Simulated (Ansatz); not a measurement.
Pd (fcc, Cu type)

```yaml
crystal:
  lattice:
    - [0.00000, 1.97130, 1.97130]
    - [1.97130, 0.00000, 1.97130]
    - [1.97130, 1.97130, 0.00000]
  atoms:
    - { symbol: Pd, position: [0.00000, 0.00000, 0.00000] }
```

The relaxed cell is deformed in two ways at once: its volume V is scaled, and at that volume it is stretched along z (the c axis of the conventional cell) so that c/a changes. Fractional atomic positions are held.

These are PBE (plane waves to 420 eV, PAW, scalar-relativistic; Ansatz, a program for electronic structure) values and carry that method's errors. k mesh 20×20×20 (Γ-centred), Fermi-Dirac smearing 0.05 eV. Compression counts positive. With partly filled bands, the response to shear is sensitive to the k mesh, so small differences along c/a are uncertain. Pd is run without spin polarisation. Pd was relaxed with its symmetry unable to fall. The PAW data are Ansatz's earlier set.

At one point of the scan the stress tensor (GPa) is:

```
   -6.3      0.0      0.0
    0.0     -6.3      0.0
    0.0      0.0     -4.4
```

Task: Which point is it?
A) V/V₀ = 1.040, (c/a)/(c/a)₀ = 0.920
B) V/V₀ = 1.020, (c/a)/(c/a)₀ = 1.040
C) V/V₀ = 1.020, (c/a)/(c/a)₀ = 0.960
D) V/V₀ = 1.020, (c/a)/(c/a)₀ = 0.920

Result: A, V/V₀ = 1.040, (c/a)/(c/a)₀ = 0.920

(A scan under strain: stresses follow from slopes of the energy per volume, elastic moduli from its curvatures.)
